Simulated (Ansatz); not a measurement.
An ordered 4-atom cell of LiTlS2 on the zincblende lattice (P-4m2), relaxed with r2SCAN in the plane-wave code Ansatz: it is tetragonal, P-4m2 (No. 115); conventional cell a = 4.067 Å, c = 5.719 Å, 23.65 Å³ an atom. Li is surrounded by 4 S at 2.42 Å; S is surrounded by 2 Li at 2.42 Å and 2 Tl at 2.55 Å; Tl is surrounded by 4 S at 2.55 Å. The primitive cell holds 4 atoms in 94.58 Å³. Values at 0 K without nuclear motion; no magnetic order is allowed, and the phase may be a hypothetical one.

Computed values: PBE gives a gap of 0.93 eV and PBE0 (25 % exact exchange) 2.45 eV; one over PBE's mean ε∞ is 0.148. HSE06+SOC (4×4×4) gives a least gap of 1.77 eV, direct.

What is the density?
The cell holds 1 Li, 2 S, 1 Tl: M = 1×6.940 + 2×32.060 + 1×204.380 = 275.44 u in V = 94.58 Å³. ρ = 1.66054 × M/V = 1.66054 × 275.44/94.58 = 4.836 g/cm³, for the static r2SCAN lattice.

Taking the gap as linear in the share of unscreened exchange, estimate the gap of the hybrid whose share is 1/ε∞.
The slope is (2.45 − 0.93)/0.25 = 6.08 eV per unit share, so E_g ≈ 0.93 + 6.08 × 0.148 = 1.83 eV. The run with that share gives 1.81 eV (4×4×4 mesh), -0.02 eV from the straight line.

At what wavelength does absorption set in by HSE06+SOC, excitons left aside?
λ = 1239.84 eV nm/E: 700 nm for the least gap. The direct edge lies in the visible range.

Only the levels marked +SOC include spin-orbit coupling.

The meshes of the hybrids are coarse, so their gaps aren't converged to the digits shown.
